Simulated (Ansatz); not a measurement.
YSiNO₂:
```
YSiNO2
1.0
    3.57837     0.00000     0.00000
    0.00000     3.57837     0.00000
    0.00000     0.00000     3.69660
Y Si N O
1 1 1 2
Cartesian
  0.00000   0.00000   3.69084
  1.78918   1.78918   1.84235
  1.78918   1.78918   3.69037
  1.78918   0.00000   1.84192
  0.00000   1.78918   1.84192
```

Relaxed with r²SCAN.

Problem. Give the Bader charges and basin volumes of the independent atoms, DFT-r²SCAN in the program Ansatz with PAW potentials.

Solution. 

| atom | Bader charge (e) | Bader volume (Å³) |
|---|---|---|
| Y1 | +2.17 | 11.7 |
| Si2 | +3.31 | 2.5 |
| N3 | -2.18 | 12.2 |
| O4 | -1.65 | 10.4 |

Space group P4/mmm. The start of the workflow was typed in or built on a structure type; neither database checked (COD, Materials Project) lists it. COD files the formula under space group No. 15, 63. Its standing as an ambient phase is unchecked. The cell was relaxed with r²SCAN under the symmetry of its start; its stability against distortions is not shown here. The run is not spin-polarised.

Potentials: the later of the program's two PAW sets.
